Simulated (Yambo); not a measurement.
**LiBH$_{4}$: sweep of GW parameters**

G0W0@PBEsol for LiBH₄ (space group P6_3mc, No. 186) in Yambo. Reference settings: 3×3×2 Γ-centred k mesh, bands 3 to 179 and a 8 Ry block in the screening, 179 bands in G with the Bruneval-Gonze terminator, plasmon pole fitted at 27.2 eV. The PBEsol gap Γ → K on this mesh is 6.61 eV; G0W0 gaps are taken between the same points.

```
change from the reference       G0W0 gap Γ → K (eV)  shift of the valence edge (eV)        rough Yambo cost
------------------------------  -------------------  ------------------------------  ----------------------
reference settings                             9.35                           -1.88                       1
59 bands in W, 59 bands in G                   9.27                           -1.62               about 1/3
110 bands in W, 110 bands in G                 9.32                           -1.79  within a factor of two
59 bands in G                                  9.35                           -1.83                       –
110 bands in G                                 9.35                           -1.87                       –
77 bands in W                                  9.29                           -1.72  within a factor of two
3 Ry block                                     8.96                           -1.52  within a factor of two
1 Ry block                                     8.87                           -1.40  within a factor of two
7 Ry block                                     9.32                           -1.85  within a factor of two
pole fitted at 10 eV                           9.26                           -1.73                       –
no random integration                          9.22                           -1.63                       –
3×3×1 mesh                                     9.32                           -1.83               about 1/2
59 bands in G, no terminator                   9.16                           -1.45                       –
110 bands in G, no terminator                  9.26                           -1.69                       –
no terminator                                  9.31                           -1.80                       –
```

The reference isn't shown to be the converged limit. Costs are rough (shared machines), scaled to the same edge states, and given only for runs that recompute the screening. The mesh misses a band edge: along a dense path the PBEsol gap is 6.47 eV against 6.61 eV on the mesh.

Geometry of the Materials Project entry, not relaxed at this level; primitive cell a = b = 4.1800 Å, c = 6.7099 Å, α = β = 90.00°, γ = 120.00°.

The structure is a Materials Project entry; no match was found in the copy of COD used, and its stability was not checked.

A shift is the quasiparticle energy of the state minus its PBEsol energy.
